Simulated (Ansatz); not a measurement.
TeO$_{2}$:
Space group Aea2 (No. 41); a = 5.636 Å, b = 5.468 Å, c = 5.128 Å, α = β = γ = 90.00°

```json
[
 {"atom": "Te", "site": "4a", "symmetry": "..2", "x": "0.0000", "y": "0.0000", "z": "0.0976"},
 {"atom": "O", "site": "8b", "symmetry": "1", "x": "0.1709", "y": "0.3118", "z": "0.3287"}
]
```
(The calculation used a cell of 6 atoms; values per cell refer to that cell.)

Relaxed with LDA.

Problem. Which orbitals make up the states near the Fermi level in the program Ansatz at the LDA level (PAW)?

Solution. Within 0.5 eV of the Fermi level: O 2p 46 %, Te 5p 36 %, Te 5s 13 %. Projections are on Löwdin-orthogonalised atomic valence shells; empty p or d shells of many metals are not among them.

Problem. Tabulate the density of states.

Solution. States/eV per cell of 6 atoms, in 0.25 eV bins, energy from the Fermi level.

```tsv
E (eV)	total	O 2p	Te 5p	Te 5s
-7.85	0.02	0.00	0.00	0.01
-7.60	1.27	0.77	0.49	0.00
-7.35	3.86	2.39	1.37	0.02
-7.10	4.75	3.01	1.59	0.04
-6.85	4.24	2.70	1.36	0.04
-6.60	3.07	1.97	0.94	0.03
-6.35	2.28	1.48	0.65	0.03
-6.10	3.18	2.09	0.86	0.05
-5.85	2.20	1.48	0.56	0.02
-5.60	2.56	1.76	0.61	0.03
-5.35	2.99	2.07	0.67	0.04
-5.10	1.52	1.07	0.33	0.02
-4.85	3.38	2.43	0.70	0.06
-4.60	3.14	2.39	0.54	0.04
-4.35	3.43	2.66	0.54	0.04
-4.10	3.39	2.80	0.39	0.04
-3.85	3.25	2.84	0.23	0.03
-3.60	3.81	3.48	0.15	0.03
-3.35	5.70	5.30	0.14	0.06
-3.10	6.01	5.58	0.16	0.07
-2.85	2.63	2.43	0.09	0.04
-2.60	6.53	6.11	0.17	0.08
-2.35	5.30	4.98	0.11	0.08
-2.10	2.12	2.00	0.04	0.04
-1.85	1.75	1.48	0.07	0.15
-1.60	1.72	1.30	0.11	0.24
-1.35	2.83	2.03	0.20	0.48
-1.10	5.08	3.58	0.37	0.95
-0.85	2.48	1.73	0.14	0.53
-0.60	0.94	0.65	0.04	0.21
-0.35	0.46	0.32	0.02	0.11
-0.10	0.13	0.09	0.00	0.03
0.15	0.20	0.04	0.16	0.00
0.40	0.42	0.08	0.30	0.00
0.65	0.96	0.17	0.67	0.01
0.90	1.26	0.25	0.85	0.01
1.15	1.13	0.25	0.75	0.01
1.40	1.16	0.28	0.76	0.01
1.65	1.33	0.34	0.85	0.01
1.90	1.71	0.45	1.07	0.02
2.15	2.67	0.72	1.63	0.03
2.40	2.07	0.60	1.22	0.03
2.65	1.85	0.57	1.06	0.04
2.90	1.00	0.31	0.56	0.03
3.15	1.11	0.33	0.62	0.04
3.40	2.15	0.63	1.21	0.07
3.65	2.85	0.80	1.64	0.07
3.90	3.40	0.96	1.97	0.07
4.15	4.66	1.36	2.63	0.08
4.40	1.77	0.53	1.01	0.02
4.65	2.23	0.66	1.26	0.01
```

The start of the workflow was typed in or built on a structure type; neither database checked (COD, Materials Project) lists it. COD files the formula under space group No. 19, 61, 92, 136. Whether it is the stable phase at ambient conditions was not checked. The cell was relaxed with LDA under the symmetry of its start; its stability against distortions is not shown here. The volume moved by -61 % from the start of the relaxation. A crystal of weakly bound molecules computed without a dispersion correction: the cell and the soft elastic constants depend strongly on that. Spin–orbit coupling is left out wherever it is not named.

Potentials: the later of the program's two PAW sets.
